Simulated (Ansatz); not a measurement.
As (A7 type, space group R-3m)

```
CELL_PARAMETERS angstrom
      1.88053     1.08572     3.57784
     -1.88053     1.08572     3.57784
      0.00000    -2.17144     3.57784
ATOMIC_POSITIONS crystal
  As 0.22600 0.22600 0.22600
  As 0.77400 0.77400 0.77400
```

This relaxed cell (volume V₀) is scaled evenly in all directions, its shape held. The atoms relax within the cell's symmetry.

These are r2SCAN+rVV10 (plane waves to 500 eV, PAW, scalar-relativistic; Ansatz, a first-principles code) values and carry that method's errors. k mesh 15×15×15 (Γ-centred), Fermi-Dirac smearing 0.05 eV. E stands for the smeared free energy. Stress and pressure are positive under compression. With the shape held, the modulus is that of even scaling; a crystal free to change shape is softer. As was relaxed with its symmetry unable to fall. ΔE is measured from the relaxed starting cell. The last digit holds for this mesh only.

| V (Å³/atom) | ΔE (meV/atom) |
|---|---|
| 19.723 | 44.7 |
| 20.271 | 24.4 |
| 20.819 | 10.6 |
| 21.367 | withheld |
| 21.915 | 0.0 |
| 22.463 | 2.4 |
| 23.011 | 9.2 |
| 23.559 | 19.9 |
| 24.106 | 34.1 |

Q: Fit a third-order Birch-Murnaghan form (E₀, V₀, B₀, B₀′ free) to the given rows and predict ΔE at V = 21.367.

A: Least squares on the 8 given rows: ΔE = E₀ + (9V₀B₀/16)·y²·[2 + (B₀′ − 4)y], y = (V₀/V)^(2/3) − 1, with V₀ = 21.919 Å³/atom, B₀ = 56.74 GPa (160.2 GPa = 1 eV/Å³; the term in eV is multiplied by 1000), B₀′ = 2.93, E₀ = 0.10 meV/atom; root-mean-square residual 0.05 meV/atom. At 21.367 the fit gives 2.6 meV/atom; the calculation gives 2.6 meV/atom, the same to the digits shown. For the pressure the fit gives 1.5 GPa against the computed 1.5 GPa.

(A scan under strain: stresses follow from slopes of the energy per volume, elastic moduli from its curvatures.)
